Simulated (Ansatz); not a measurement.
SiO2:
```
SiO2
1.0
    3.75579     0.00000     0.00000
    0.00000     3.75579     0.00000
    0.00000     0.00000     3.75579
Si O
2 4
Direct
  0.50000   0.50000   0.50000
  0.00000   0.00000   0.00000
  0.25000   0.25000   0.25000
  0.25000   0.75000   0.75000
  0.75000   0.75000   0.25000
  0.75000   0.25000   0.75000
```

This is the LDA-relaxed structure.

All from LDA in the plane-wave PAW code Ansatz, unless another level is named. Estimate the formation energy from the elements (no fitted shifts).

-2.66 eV/atom.

And the smallest direct gap on the standard path?

5.67 eV.

Next, the electron effective mass?

0.43 mₑ (isotropic).

Predict the valence-band maximum.

at R.

And the conduction-band minimum?

at Γ.

Space group Pn-3m. The first step of the workflow began from a Materials Project structure, measured or hypothetical; the Crystallography Open Database copy checked does not list it. It is not the phase usual at ambient conditions (space group No. 92, 152, 154). Symmetry was held in the LDA relaxation; whether a distortion lowers the energy is not shown. The references are the lowest solids computed at this level, not always the standard phases (solids in place of the gases).

Potentials: the earlier of the program's two PAW sets. The files were generated under PBE; for other functionals the program regenerates the frozen cores, and for LDA and PBEsol the local potential too.
